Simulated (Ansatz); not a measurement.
Ga (α-Ga, Cmce) at seven volumes, plane-wave PAW PBEsol (Ansatz code), shape and atoms relaxed at each. One row is withheld.

```json
[
 {"V (Å³/atom)": "17.358", "P (GPa)": "7.18"},
 {"V (Å³/atom)": "17.930", "P (GPa)": "4.34"},
 {"V (Å³/atom)": "18.502", "P (GPa)": "1.98"},
 {"V (Å³/atom)": "19.074", "P (GPa)": "0.00"},
 {"V (Å³/atom)": "19.647", "P (GPa)": "-1.65"},
 {"V (Å³/atom)": "20.219", "P (GPa)": "?"},
 {"V (Å³/atom)": "20.791", "P (GPa)": "-4.13"}
]
```

Task: Fit the shown pressures and predict the withheld one.

Result: P = (3/2)B₀(x^(7/2) − x^(5/2))[1 + (3/4)(B′ − 4)(x − 1)] with x = (V₀/V)^(2/3). Least squares on the six rows gives V₀ = 19.075 Å³/atom, B₀ = 59.8 GPa, B′ = 5.12. At V = 20.219, x = 0.9619 and P = -3.00 GPa. The run itself gave -3.01 GPa.

Symmetry was held in the PBEsol relaxation; of distortions, only those at the zone centre were tested.

Potentials: the later of the program's two PAW sets.
